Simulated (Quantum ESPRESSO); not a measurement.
# Re2MoCu2RuTa2: one run as intended and one with a planted mistake

Simulated, not a measurement. The program is pw.x of Quantum ESPRESSO 7.5 (plane-wave density functional theory). The cell is made up: eight metal atoms on a hexagonal close-packed lattice, with elements, volume, strain and displacements drawn at random and not relaxed, so it may be unstable or far from any real phase. PseudoDojo standard norm-conserving files set the functional (PBE unless stated); there is no spin polarisation or spin-orbit coupling, the Fermi-Dirac width of 0.25 eV means electrons at about 2900 K, and the masses in the input are unused placeholders. The copper pseudopotential is less sure than most, with forces differing by about three percent and pressure by about two GPa from a second method on plain copper. Heavy elements are run without spin-orbit coupling, which real alloys of them have. A spin test at this wide smearing found no moment, but such smearing suppresses magnetism that the real alloy may have.

Intended input:

```
&control calculation='scf', pseudo_dir='./dojo.nc.sr.pbe.v0_5.standard.upf', outdir='./o', disk_io='minimal', tprnfor=.true., tstress=.true. /
&system ibrav=0, nat=8, ntyp=5, nbnd=78, ecutwfc=92.02030273, nosym=.true., tot_charge=0,
 occupations='smearing', smearing='fd', degauss=0.0183746611
/
&electrons conv_thr=1.470e-08, electron_maxstep=70, mixing_beta=0.5 /
ATOMIC_SPECIES
Cu 1.0 Cu.upf
Mo 1.0 Mo.upf
Re 1.0 Re.upf
Ru 1.0 Ru.upf
Ta 1.0 Ta.upf
CELL_PARAMETERS angstrom
-2.8751 0.0 0.0
0.0 0.0 -4.5072
0.0 -9.9598 0.0
ATOMIC_POSITIONS angstrom
Re 0.0422 -0.1319 -0.1091
Mo 0.0351 -5.0359 -0.0278
Cu 0.054 -3.2969 -2.1215
Ru -0.0489 -8.1715 -2.2728
Cu -1.4308 -2.5314 -0.0199
Re -1.4571 -7.4591 0.0225
Ta -1.4277 -0.6136 -2.2891
Ta -1.4021 -5.8297 -2.3503
K_POINTS automatic
8 5 3 1 1 1
```

The log is shortened where brackets say so; the opening notice, blank lines, dates and the lines on written files are dropped, and the path of the files is cut. It prints rydbergs, bohrs and kilobars, and counts compression as positive stress. Its total energy is the free energy E - TS of the whole cell.

Log of the intended run:

```
     Program PWSCF v.7.5
     Parallel version (MPI & OpenMP), running on       4 processor cores
     Number of MPI processes:                 4
     Threads/MPI process:                     1
     [start-up lines left out]
     bravais-lattice index     =            0
     lattice parameter (alat)  =       5.4332  a.u.
     unit-cell volume          =     870.9776 (a.u.)^3
     number of atoms/cell      =            8
     number of atomic types    =            5
     number of electrons       =       124.00
     number of Kohn-Sham states=           78
     kinetic-energy cutoff     =      92.0203  Ry
     charge density cutoff     =     368.0812  Ry
     scf convergence threshold =      1.5E-08
     mixing beta               =       0.5000
     number of iterations used =            8  plain     mixing
     Exchange-correlation= PBE
                           (   1   4   3   4   0   0   0)
     [axes and pseudopotential details left out]
   Cartesian axes
     site n.     atom                  positions (alat units)
         1        Re     tau(   1) = (   0.0146778  -0.0458767  -0.0379465  )
         2        Mo     tau(   2) = (   0.0122083  -1.7515565  -0.0096692  )
         3        Cu     tau(   3) = (   0.0187820  -1.1467079  -0.7378874  )
         4        Ru     tau(   4) = (  -0.0170081  -2.8421620  -0.7905116  )
         5        Cu     tau(   5) = (  -0.4976523  -0.8804563  -0.0069215  )
         6        Re     tau(   6) = (  -0.5067998  -2.5943793   0.0078258  )
         7        Ta     tau(   7) = (  -0.4965740  -0.2134187  -0.7961810  )
         8        Ta     tau(   8) = (  -0.4876700  -2.0276512  -0.8174672  )
     number of k points=    60  Fermi-Dirac smearing, width (Ry)=  0.0184
                       cart. coord. in units 2pi/alat
        k(    1) = (  -0.0625000  -0.0481117  -0.0637890), wk =   0.0333333
        k(    2) = (  -0.0625000   0.1443352  -0.0637890), wk =   0.0333333
     [further k points left out]
     Dense  grid:   103799 G-vectors     FFT dimensions: (  36,  54, 120)
     Estimated max dynamical RAM per process >     440.34 MB
     Estimated total dynamical RAM >       1.65 GB
     Initial potential from superposition of free atoms
     starting charge     123.9947, renormalised to     124.0000
     Starting wfcs are   80 randomized atomic wfcs
     total cpu time spent up to now is        5.2 secs
     per-process dynamical memory:   349.3 Mb
     Self-consistent Calculation
     iteration #  1     ecut=    92.02 Ry     beta= 0.50
     Davidson diagonalization with overlap
     ethr =  1.00E-02,  avg # of iterations =  4.0
     total cpu time spent up to now is       17.9 secs
     total energy              =   -1685.64103142 Ry
     estimated scf accuracy    <      32.90283327 Ry
     iteration #  2     ecut=    92.02 Ry     beta= 0.50
     Davidson diagonalization with overlap
     ethr =  1.00E-02,  avg # of iterations =  5.5
     total cpu time spent up to now is       35.4 secs
     total energy              =   -1673.84674561 Ry
     estimated scf accuracy    <     694.82514895 Ry
     [iterations 3 to 20 left out]
     iteration # 21     ecut=    92.02 Ry     beta= 0.50
     Davidson diagonalization with overlap
     ethr =  3.79E-10,  avg # of iterations =  2.0
     total cpu time spent up to now is      228.9 secs
     total energy              =   -1708.65665044 Ry
     estimated scf accuracy    <       0.00000065 Ry
     iteration # 22     ecut=    92.02 Ry     beta= 0.50
     Davidson diagonalization with overlap
     ethr =  3.79E-10,  avg # of iterations =  1.0
     total cpu time spent up to now is      237.6 secs
     End of self-consistent calculation
     [lines on levels left out]
!    total energy              =   -1708.65665049 Ry
     estimated scf accuracy    <          9.7E-09 Ry
     smearing contrib. (-TS)   =      -0.11264325 Ry
     internal energy E=F+TS    =   -1708.54400724 Ry
     The total energy is F=E-TS. E is the sum of the following terms:
     one-electron contribution =    -671.90967996 Ry
     hartree contribution      =     404.27859740 Ry
     xc contribution           =    -276.10449691 Ry
     ewald contribution        =   -1164.80842777 Ry
     convergence has been achieved in  22 iterations
     Forces acting on atoms (cartesian axes, Ry/au):
     atom    1 type  3   force =    -0.01208676    0.02405161    0.02941852
     atom    2 type  2   force =    -0.00061403    0.00581924   -0.00984991
     atom    3 type  1   force =    -0.00194819    0.01260787   -0.01737658
     atom    4 type  4   force =     0.01212840   -0.02853207    0.00261709
     atom    5 type  1   force =     0.00242042    0.00357533    0.00688233
     atom    6 type  3   force =    -0.00242104   -0.03939353   -0.01831494
     atom    7 type  5   force =     0.00606254   -0.00764379   -0.02141631
     atom    8 type  5   force =    -0.00354134    0.02951535    0.02803979
     Total force =     0.085656     Total SCF correction =     0.000535
     Computing stress (Cartesian axis) and pressure
          total   stress  (Ry/bohr**3)                   (kbar)     P=      -68.53
  -0.00030346   0.00000041   0.00001417          -44.64        0.06        2.09
   0.00000041  -0.00080343  -0.00002058            0.06     -118.19       -3.03
   0.00001417  -0.00002058  -0.00029066            2.09       -3.03      -42.76
     init_run     :      4.93s CPU      5.09s WALL (       1 calls)
     electrons    :    227.77s CPU    232.44s WALL (       1 calls)
     forces       :      2.07s CPU      2.09s WALL (       1 calls)
     stress       :      7.16s CPU      7.29s WALL (       1 calls)
     [timing details left out]
     PWSCF        :   4m 2.07s CPU   4m 7.09s WALL
     JOB DONE.
```

A second run has one planted mistake: one atom is of a wrong element. The input lines that differ:

```
- &system ibrav=0, nat=8, ntyp=5, nbnd=78, ecutwfc=92.02030273, nosym=.true., tot_charge=0,
+ &system ibrav=0, nat=8, ntyp=6, nbnd=75, ecutwfc=92.02030273, nosym=.true., tot_charge=0,
+ Ga 1.0 Ga.upf
- Cu 0.054 -3.2969 -2.1215
+ Ga 0.054 -3.2969 -2.1215
```

Its log:

```
     Program PWSCF v.7.5
     Parallel version (MPI & OpenMP), running on       4 processor cores
     Number of MPI processes:                 4
     Threads/MPI process:                     1
     [start-up lines left out]
     bravais-lattice index     =            0
     lattice parameter (alat)  =       5.4332  a.u.
     unit-cell volume          =     870.9776 (a.u.)^3
     number of atoms/cell      =            8
     number of atomic types    =            6
     number of electrons       =       118.00
     number of Kohn-Sham states=           75
     kinetic-energy cutoff     =      92.0203  Ry
     charge density cutoff     =     368.0812  Ry
     scf convergence threshold =      1.5E-08
     mixing beta               =       0.5000
     number of iterations used =            8  plain     mixing
     Exchange-correlation= PBE
                           (   1   4   3   4   0   0   0)
     [axes and pseudopotential details left out]
   Cartesian axes
     site n.     atom                  positions (alat units)
         1        Re     tau(   1) = (   0.0146778  -0.0458767  -0.0379465  )
         2        Mo     tau(   2) = (   0.0122083  -1.7515565  -0.0096692  )
         3        Ga     tau(   3) = (   0.0187820  -1.1467079  -0.7378874  )
         4        Ru     tau(   4) = (  -0.0170081  -2.8421620  -0.7905116  )
         5        Cu     tau(   5) = (  -0.4976523  -0.8804563  -0.0069215  )
         6        Re     tau(   6) = (  -0.5067998  -2.5943793   0.0078258  )
         7        Ta     tau(   7) = (  -0.4965740  -0.2134187  -0.7961810  )
         8        Ta     tau(   8) = (  -0.4876700  -2.0276512  -0.8174672  )
     number of k points=    60  Fermi-Dirac smearing, width (Ry)=  0.0184
                       cart. coord. in units 2pi/alat
        k(    1) = (  -0.0625000  -0.0481117  -0.0637890), wk =   0.0333333
        k(    2) = (  -0.0625000   0.1443352  -0.0637890), wk =   0.0333333
     [further k points left out]
     Dense  grid:   103799 G-vectors     FFT dimensions: (  36,  54, 120)
     Estimated max dynamical RAM per process >     435.22 MB
     Estimated total dynamical RAM >       1.63 GB
     Initial potential from superposition of free atoms
     starting charge     117.9923, renormalised to     118.0000
     Starting wfcs are   79 randomized atomic wfcs
     total cpu time spent up to now is        5.2 secs
     per-process dynamical memory:   341.8 Mb
     Self-consistent Calculation
     iteration #  1     ecut=    92.02 Ry     beta= 0.50
     Davidson diagonalization with overlap
     ethr =  1.00E-02,  avg # of iterations =  3.2
     total cpu time spent up to now is       16.5 secs
     total energy              =   -1469.13436739 Ry
     estimated scf accuracy    <      19.24342592 Ry
     iteration #  2     ecut=    92.02 Ry     beta= 0.50
     Davidson diagonalization with overlap
     ethr =  1.00E-02,  avg # of iterations =  4.2
     total cpu time spent up to now is       30.4 secs
     total energy              =   -1456.22277447 Ry
     estimated scf accuracy    <     441.99195323 Ry
     [iterations 3 to 19 left out]
     iteration # 20     ecut=    92.02 Ry     beta= 0.50
     Davidson diagonalization with overlap
     ethr =  1.34E-10,  avg # of iterations =  2.0
     total cpu time spent up to now is      207.1 secs
     total energy              =   -1482.42949909 Ry
     estimated scf accuracy    <       0.00000007 Ry
     iteration # 21     ecut=    92.02 Ry     beta= 0.50
     Davidson diagonalization with overlap
     ethr =  5.79E-11,  avg # of iterations =  2.0
     total cpu time spent up to now is      216.3 secs
     End of self-consistent calculation
     [lines on levels left out]
!    total energy              =   -1482.42949909 Ry
     estimated scf accuracy    <       0.00000001 Ry
     smearing contrib. (-TS)   =      -0.10851134 Ry
     internal energy E=F+TS    =   -1482.32098775 Ry
     The total energy is F=E-TS. E is the sum of the following terms:
     one-electron contribution =    -454.44146468 Ry
     hartree contribution      =     300.47179034 Ry
     xc contribution           =    -271.55912561 Ry
     ewald contribution        =   -1056.79218779 Ry
     convergence has been achieved in  21 iterations
     Forces acting on atoms (cartesian axes, Ry/au):
     atom    1 type  4   force =    -0.01183607    0.03100119    0.02886075
     atom    2 type  3   force =    -0.00159774   -0.00263792   -0.00480720
     atom    3 type  2   force =    -0.00171759    0.02002736   -0.02222976
     atom    4 type  5   force =     0.01285224   -0.02789822    0.00272465
     atom    5 type  1   force =     0.00212463    0.01084040    0.00887203
     atom    6 type  4   force =    -0.00233294   -0.03854742   -0.01817715
     atom    7 type  6   force =     0.00525395    0.00026790   -0.02197310
     atom    8 type  6   force =    -0.00274649    0.00694671    0.02672977
     Total force =     0.084375     Total SCF correction =     0.000367
     Computing stress (Cartesian axis) and pressure
          total   stress  (Ry/bohr**3)                   (kbar)     P=      -37.09
  -0.00010283  -0.00000623   0.00001296          -15.13       -0.92        1.91
  -0.00000623  -0.00057670  -0.00003947           -0.92      -84.84       -5.81
   0.00001296  -0.00003947  -0.00007692            1.91       -5.81      -11.32
     init_run     :      4.98s CPU      5.12s WALL (       1 calls)
     electrons    :    206.69s CPU    211.08s WALL (       1 calls)
     forces       :      2.06s CPU      2.07s WALL (       1 calls)
     stress       :      7.06s CPU      7.18s WALL (       1 calls)
     [timing details left out]
     PWSCF        :   3m40.88s CPU   3m45.60s WALL
     JOB DONE.
```

|  | intended run | run with the mistake |
| --- | --- | --- |
| free energy (eV) | -23247.458 | -20169.481 |
| entropy term -TS, part of it (eV) | -1.533 | -1.476 |
| pressure (GPa) | -6.85 | -3.71 |
| size of the largest force component (eV/Å) | 1.013 | 0.991 |
| largest change of a force component (eV/Å) |  | 0.580 |
| iterations | 22 | 21 |

For scale, a rerun of the intended cell at a higher cutoff and on a denser mesh moved values by no more than 0.003 eV in energy, 0.07 GPa in stress and 0.013 eV/Å in force, and a second program with other atomic files agreed on that cell to 2 % rms in force and 0.5 GPa in pressure. Files of another functional or element have another zero of energy, so the energy change says nothing on stability. The number of bands, nbnd, was set by rule from the electron count, so it follows the mistake.